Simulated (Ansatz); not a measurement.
Ga:
```yaml
crystal:
  lattice:
    - [2.23927, -3.79778, 0.00000]
    - [2.23927, 3.79778, 0.00000]
    - [0.00000, 0.00000, 4.48583]
  atoms:
    - { symbol: Ga, position: [0.65595, 0.34405, 0.41664] }
    - { symbol: Ga, position: [0.34405, 0.65595, 0.58336] }
    - { symbol: Ga, position: [0.84405, 0.15595, 0.91664] }
    - { symbol: Ga, position: [0.15595, 0.84405, 0.08336] }
```

Relaxed with PBEsol. Special points in fractions of this cell's reciprocal vectors: Γ (0.000, 0.000, 0.000); Y (-0.500, 0.500, 0.000); C0 (-0.337, 0.663, 0.000); Σ0 (0.337, 0.337, 0.000); Z (0.000, 0.000, 0.500); A0 (0.337, 0.337, 0.500); E0 (-0.337, 0.663, 0.500); T (-0.500, 0.500, 0.500); S (0.000, 0.500, 0.000); R (0.000, 0.500, 0.500).

### Question
List the band energies nearest the Fermi level at these points for PBEsol (plane waves, PAW; program Ansatz).

### Answer
In eV from the Fermi level; about four levels below and three above (degenerate sets whole), none deeper than 8.9 eV; points with the same levels are listed once.

```json
[
 {"k": "Γ", "below": "-3.76 -1.76 -1.68 -0.74", "above": "0.93 1.00 1.08"},
 {"k": "Y", "below": "-4.10 -3.35 -1.69 -1.55", "above": "1.11 1.23 3.46"},
 {"k": "C0", "below": "-1.08 -1.05 -0.14 -0.04", "above": "1.04 2.05 2.86"},
 {"k": "Z", "below": "-0.04 -0.04 0.00 0.00", "above": "0.10 0.10 2.11 2.11"},
 {"k": "A0", "below": "-6.08 -6.08 -3.70 -3.70", "above": "4.19 4.19 5.20 5.20"},
 {"k": "T", "below": "-1.29 -1.29 -0.93 -0.93", "above": "6.86 6.86 8.07 8.07"},
 {"k": "S", "below": "-3.43 -3.43 -1.37 -1.37", "above": "0.77 0.77 4.25 4.25"},
 {"k": "R", "below": "-6.34 -6.34 -1.55 -1.55", "above": "0.55 0.55 7.35 7.35"}
]
```

Space group Cmce (α-Ga). Symmetry was held in the PBEsol relaxation. Scalar-relativistic: spin–orbit coupling is off unless named, which matters more the heavier the elements.

Potentials: the later of the program's two PAW sets.
